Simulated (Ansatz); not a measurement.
Li₂S (anti-fluorite, Fm-3m), PBE in the plane-wave PAW code Ansatz. The conduction-band minimum lies at X, with 3 equivalent valleys. Second derivatives d²E/dk² of the lowest band at one valley (eV·Å²), along Cartesian directions:

```json
[
 {"direction": "[100]", "d²E/dk²": "11.99"},
 {"direction": "[010]", "d²E/dk²": "22.31"},
 {"direction": "[001]", "d²E/dk²": "22.31"},
 {"direction": "[110]", "d²E/dk²": "17.15"},
 {"direction": "[101]", "d²E/dk²": "17.15"},
 {"direction": "[011]", "d²E/dk²": "22.31"}
]
```

Find the principal effective masses, the density-of-states mass and the conductivity mass.

Off-diagonal terms follow from H_xy = H[110] − (H_xx + H_yy)/2, and m*/mₑ = 7.620 eV·Å² over each eigenvalue: 0.34, 0.34, 0.64. One valley's DOS mass (m₁m₂m₃)^(1/3) = 0.42, conductivity mass 3/(Σ 1/mᵢ) = 0.40 mₑ.

What effective density of states Nc follows at 300 K for parabolic valleys?

Nc = 2.509e19 × 3 × (0.42)^(3/2) ≈ 2.0e19 cm⁻³.

The cell was relaxed with PBE under the symmetry of its start.

Potentials: the later of the program's two PAW sets.

Edges and masses are those of Kohn–Sham bands, whose gap is no quasiparticle gap.
